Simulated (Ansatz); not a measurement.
# Stability checks on a candidate for Rb₂Ag₃

It was reached by relaxing an invented guess, and it needn't be the stable form of this composition.

Theory: DFT PBE, scalar-relativistic, plane waves, PAW in Ansatz. The final run on the 5-atom cell used 420 eV, a Γ-centred 12×12×4 mesh, 0.10 eV smearing and no spin polarisation.

```
Rb Ag
1.0
     5.52240    0.00000    0.00000
    -2.76120    4.78253    0.00000
     0.00000    0.00000    9.82387
Rb Ag
2 3
Direct
  0.00000 0.00000 0.74081
  0.00000 0.00000 0.25919
  0.50000 0.00000 0.50000
  0.00000 0.50000 0.50000
  0.50000 0.50000 0.50000
```

The zero of energy is the elements' standard structures at the same level; no fitted shifts are applied.

Question: These tests were run: energy against the elements; phonons at Γ. What do they show?

Answer:

| test | result |
| --- | --- |
| energy against the elements | +0.07 eV/atom |
| phonons at Γ | lowest optical mode 40 cm⁻¹ |

It fails one test: energy against the elements. It may still be a metastable minimum.

The run for the phonons used a 12×12×4 k mesh and Fermi–Dirac smearing of 0.15 eV.
